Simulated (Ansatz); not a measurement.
GaMo3N:
Space group Pm-3m (No. 221); a = 4.0621 Å, b = 4.0621 Å, c = 4.0621 Å, α = 90.00°, β = 90.00°, γ = 90.00°

```json
[
 {"atom": "Ga", "site": "1a", "symmetry": "m-3m", "x": "0.0000", "y": "0.0000", "z": "0.0000"},
 {"atom": "Mo", "site": "3c", "symmetry": "4/mm.m", "x": "0.0000", "y": "0.5000", "z": "0.5000"},
 {"atom": "N", "site": "1b", "symmetry": "m-3m", "x": "0.5000", "y": "0.5000", "z": "0.5000"}
]
```

Relaxed with PBEsol.

Q: Decompose the optical modes at the zone centre into irreducible representations, and say which are infrared and Raman allowed.

A: Point group m-3m: Γ_opt = 3T1u + T2u. Infrared: T1u. Raman: none.

Q: Assign frequencies (DFPT, DFT-PBEsol in the program Ansatz with PAW potentials).

A: T2u 27i, T1u 101, T1u 171, T1u 615 cm⁻¹.

The start of the workflow was typed in or built on a structure type; neither database checked (COD, Materials Project) lists it. Whether it is the stable phase at ambient conditions was not checked. The PBEsol relaxation kept the symmetry of its start; phonons show weakly imaginary modes. The workflow began spin-polarised and lost its moments. As this level gives no gap, phonon frequencies hold no LO–TO term and depend on the k-mesh and smearing (Fermi–Dirac, 0.1 eV here).

Potentials: the later of the program's two PAW sets.
